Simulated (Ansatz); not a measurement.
NaF (rock salt): energy against volume

NaF (rock salt)

```cif
data_F4Na4
_chemical_formula_sum 'F4 Na4'
_space_group_name_H-M_alt 'Fm-3m'
_space_group_IT_number 225
_space_group_name_Hall '-F 4 2 3'
_cell_length_a 4.59450
_cell_length_b 4.59450
_cell_length_c 4.59450
_cell_angle_alpha 90.000
_cell_angle_beta 90.000
_cell_angle_gamma 90.000
loop_
_atom_site_label
_atom_site_type_symbol
_atom_site_symmetry_multiplicity
_atom_site_Wyckoff_symbol
_atom_site_fract_x
_atom_site_fract_y
_atom_site_fract_z
_atom_site_occupancy
F1 F 4 a 0.00000 0.00000 0.00000 1
Na1 Na 4 b 0.50000 0.50000 0.50000 1
```
(The calculation used a cell of 2 atoms; values per cell refer to that cell.)

Equation-of-state scan: isotropic scaling of the cell above, V₀ being its volume. Symmetry pins the atoms to their sites.

These are r2SCAN (plane waves to 500 eV, PAW, scalar-relativistic; Ansatz, an electronic-structure program) values and carry that method's errors. k mesh 12×12×12 (Γ-centred), Fermi-Dirac smearing 0.05 eV. E stands for the smeared free energy. Compression counts positive. NaF was relaxed with its symmetry unable to fall. The zero of ΔE is the relaxed starting cell.

| V/V₀ | ΔE (meV/atom) | P (GPa) |
|---|---|---|
| 0.940 | 8.3 | 3.89 |
| 0.952 | 5.2 | 3.00 |
| 0.964 | 2.9 | 2.17 |
| 0.976 | 1.2 | 1.40 |
| 0.988 | 0.3 | 0.67 |
| 1.000 | 0.0 | 0.00 |
| 1.012 | 0.3 | -0.63 |
| 1.024 | 1.1 | -1.22 |
| 1.036 | 2.5 | -1.77 |
| 1.048 | 4.3 | -2.29 |
| 1.060 | 6.6 | -2.77 |

What the scan shows:

Pressure at the smallest volume: 3.89 GPa
Energy cost of the largest compression: 8.3 meV/atom
Energy cost of the largest expansion: 6.6 meV/atom
Bulk modulus B₀ (third-order Birch-Murnaghan fit): 54.4 GPa
Pressure derivative B₀′ (fit): 4.7
Equilibrium volume of the fit: 12.12 Å³/atom
Pressure for 5 % compression (fit): 3.1 GPa

(Under strain, the slope of the energy per volume gives the stress and its curvature an elastic modulus.)
